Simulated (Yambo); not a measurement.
Yambo run on RbO (space group Immm, No. 71). The wavefunctions are norm-conserving LDA (Quantum ESPRESSO, 84 Ry, scalar-relativistic) ones on a 4×4×4 mesh (15 occupied bands); a = b = c = 4.924 Å, α = 131.28°, β = 107.65°, γ = 92.12°.

Yambo input:

```
rim_cut
gw0
dyson
el_el_corr
HF_and_locXC
cohsex
em1s
RandQpts= 1000000
RandGvec= 1 Ry
EXXRLvcs= 84 Ry
VXCRLvcs= 336 Ry
Chimod= "HARTREE"
% BndsRnXs
 1 | 126 |
%
NGsBlkXs= 7 Ry
% LongDrXs
 1.0 | 1.0 | 1.0 |
%
ExtendOut
% QPkrange
 1 | 1 | 15 | 16 |
%
```

k points by index: 1 = Γ.

Resulting energies as the program prints them:

```
#    K-point    Band    Eo [eV]    E [eV]    E-Eo [eV]    Vxc [eV]    Vnlxc [eV]    Sc|Eo [eV]    Re(Z)    Im(Z)
#
    1    15    0.000000    -3.007236    -3.007236    -19.58106    -25.35502    2.766724    1.000000    0.000000
    1    16    1.912362    2.147062    0.234700    -8.408830    -4.040249    -4.133882    1.000000    0.000000
```
(The two width columns are left out.) Convergence of these settings isn't established.

Geometry relaxed with LDA.
